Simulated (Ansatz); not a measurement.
LaB₆ in space group Pm-3m (No. 221; La on 1a, B on 6f) under volume change, r²SCAN (plane waves, PAW; program Ansatz), shape and atoms relaxed at each volume.

```
V (Å³/atom)  E − E(relaxed) (meV/atom)  P (GPa)
-----------  -------------------------  -------
9.309                             53.8    20.16
9.616                             22.7    12.46
9.923                              5.4     5.79
10.230                             0.0     0.00
10.537                             4.9    -5.03
10.843                            18.9    -9.40
11.150                            40.6   -13.19
```

**Question.** What does a third-order Birch–Murnaghan fit give for V₀, B₀ and B′?

**Answer.** V₀ = 10.23 Å³/atom, B₀ = 180 GPa, B′ = 3.7.

The r²SCAN relaxation kept the symmetry of its start; of distortions, only those at the zone centre were tested. Spin–orbit coupling is left out wherever it is not named.

Potentials: the later of the program's two PAW sets.
